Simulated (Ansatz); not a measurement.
BaHfO3:
```yaml
crystal:
  lattice:
    - [4.17718, 0.00000, 0.00000]
    - [0.00000, 4.17718, 0.00000]
    - [0.00000, 0.00000, 4.17718]
  atoms:
    - { symbol: Ba, position: [0.00000, 0.00000, 0.00000] }
    - { symbol: Hf, position: [0.50000, 0.50000, 0.50000] }
    - { symbol: O, position: [0.00000, 0.50000, 0.50000] }
    - { symbol: O, position: [0.50000, 0.50000, 0.00000] }
    - { symbol: O, position: [0.50000, 0.00000, 0.50000] }
```

Relaxed with r²SCAN.

Give the Bader charges and basin volumes of the independent atoms, r²SCAN in the plane-wave PAW code Ansatz.



```
atom  Bader charge (e)  Bader volume (Å³)
----  ----------------  -----------------
Ba1              +1.58               22.2
Hf2              +2.68                9.8
O3               -1.42               13.6
```

Space group Pm-3m (cubic perovskite). The r²SCAN relaxation kept the symmetry of its start. The run is not spin-polarised. Scalar-relativistic: spin–orbit coupling is off unless named, which matters more the heavier the elements.

Potentials: the later of the program's two PAW sets.
